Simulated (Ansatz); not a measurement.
Total density of states per atom from DFT-r²SCAN in the program Ansatz with PAW potentials, in 0.25 eV bins, energy from the Fermi level:

| E (eV) | states/eV/atom |
|---|---|
| -7.85 | 0.00 |
| -7.60 | 0.00 |
| -7.35 | 0.00 |
| -7.10 | 0.00 |
| -6.85 | 0.00 |
| -6.60 | 0.00 |
| -6.35 | 0.00 |
| -6.10 | 0.05 |
| -5.85 | 0.33 |
| -5.60 | 0.90 |
| -5.35 | 1.10 |
| -5.10 | 1.40 |
| -4.85 | 1.80 |
| -4.60 | 1.69 |
| -4.35 | 2.21 |
| -4.10 | 1.78 |
| -3.85 | 0.73 |
| -3.60 | 0.00 |
| -3.35 | 0.00 |
| -3.10 | 0.00 |
| -2.85 | 0.00 |
| -2.60 | 0.00 |
| -2.35 | 0.00 |
| -2.10 | 0.00 |
| -1.85 | 0.02 |
| -1.60 | 0.10 |
| -1.35 | 0.16 |
| -1.10 | 0.21 |
| -0.85 | 0.27 |
| -0.60 | 0.33 |
| -0.35 | 0.40 |
| -0.10 | 0.53 |
| 0.15 | 0.60 |
| 0.40 | 0.64 |
| 0.65 | 0.67 |
| 0.90 | 0.80 |
| 1.15 | 1.01 |
| 1.40 | 2.03 |
| 1.65 | 5.01 |
| 1.90 | 8.40 |

Q: Which compound is it?
A. LaTe, rock salt
B. RuS2, Pa-3 (Ru on 4a, S on 8c)
C. La3Te4, I-43d (La on 12a, Te on 16c)
D. LaS, rock salt

A: D, LaS, rock salt. Within 0.5 eV of the Fermi level: La 5d 69 %, La 4f 20 %, S 3p 5 %. Projections are on Löwdin-orthogonalised atomic valence shells; empty p or d shells of many metals are not among them.

Space group Fm-3m (rock salt). The workflow started from a Materials Project entry (that database holds measured and hypothetical structures alike); the Crystallography Open Database files this formula in space group No. 225, but the cells were not matched. Whether it is the stable phase at ambient conditions was not checked. The r²SCAN relaxation kept the symmetry of its start; whether a distortion lowers the energy is not shown. With an odd number of electrons in the cell and no spin polarisation, the count alone makes it a metal. Scalar-relativistic: spin–orbit coupling is off unless named, which matters more the heavier the elements.

Potentials: the earlier of the program's two PAW sets.
